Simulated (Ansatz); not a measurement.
Rb$_{2}$PtF$_{6}$:
```cif
data_F6PtRb2
_chemical_formula_sum 'Rb2 Pt1 F6'
_space_group_name_H-M_alt 'P-3m1'
_space_group_IT_number 164
_space_group_name_Hall '-P 3 2"'
_cell_length_a 5.78600
_cell_length_b 5.78600
_cell_length_c 4.58379
_cell_angle_alpha 90.000
_cell_angle_beta 90.000
_cell_angle_gamma 120.000
loop_
_atom_site_label
_atom_site_type_symbol
_atom_site_symmetry_multiplicity
_atom_site_Wyckoff_symbol
_atom_site_fract_x
_atom_site_fract_y
_atom_site_fract_z
_atom_site_occupancy
Rb1 Rb 2 d 0.66667 0.33333 0.28746 1
Pt1 Pt 1 a 0.00000 0.00000 0.00000 1
F1 F 6 i 0.16245 0.32489 0.22618 1
```

Relaxed with LDA.

**Question.** Give the optical modes at the zone centre with their infrared and Raman activity from DFPT, LDA in the plane-wave PAW code Ansatz.

**Answer.** Transverse frequencies, without the LO–TO term; a row sums one degenerate level.

| ω (cm⁻¹) | degeneracy | IR ((D/Å)²/amu) | Raman (Å⁴/amu) | activity |
|---|---|---|---|---|
| 86 | 1 | 0.00 | 0.33 | Raman |
| 92 | 1 | 1.21 | 0 | IR |
| 92 | 2 | 0.00 | 1.1 | Raman |
| 95 | 1 | 0.00 | 0 | silent |
| 102 | 2 | 3.03 | 0 | IR |
| 103 | 2 | 0.00 | 1.3 | Raman |
| 203 | 2 | 0.00 | 19 | Raman |
| 214 | 1 | 0.00 | 8.5 | Raman |
| 244 | 2 | 0.13 | 0 | IR |
| 249 | 1 | 0.71 | 0 | IR |
| 261 | 1 | 0.00 | 0 | silent |
| 276 | 2 | 1.27 | 0 | IR |
| 581 | 2 | 16.03 | 0 | IR |
| 581 | 2 | 0.00 | 91 | Raman |
| 584 | 1 | 6.52 | 0 | IR |
| 600 | 1 | 0.00 | 170 | Raman |

**Question.** How high does the top mode go among those that the LO–TO term moves?

**Answer.** 623 cm⁻¹ for q along x, 623 cm⁻¹ for q along y, 619 cm⁻¹ for q along z.

The workflow started from a Materials Project entry (that database holds measured and hypothetical structures alike); the Crystallography Open Database copy checked does not list it. Whether it is the stable phase at ambient conditions was not checked. The cell was relaxed with LDA under the symmetry of its start; phonons on a q-mesh show no instability. The run is not spin-polarised. Scalar-relativistic: spin–orbit coupling is off unless named, which matters more the heavier the elements.

Potentials: the later of the program's two PAW sets.
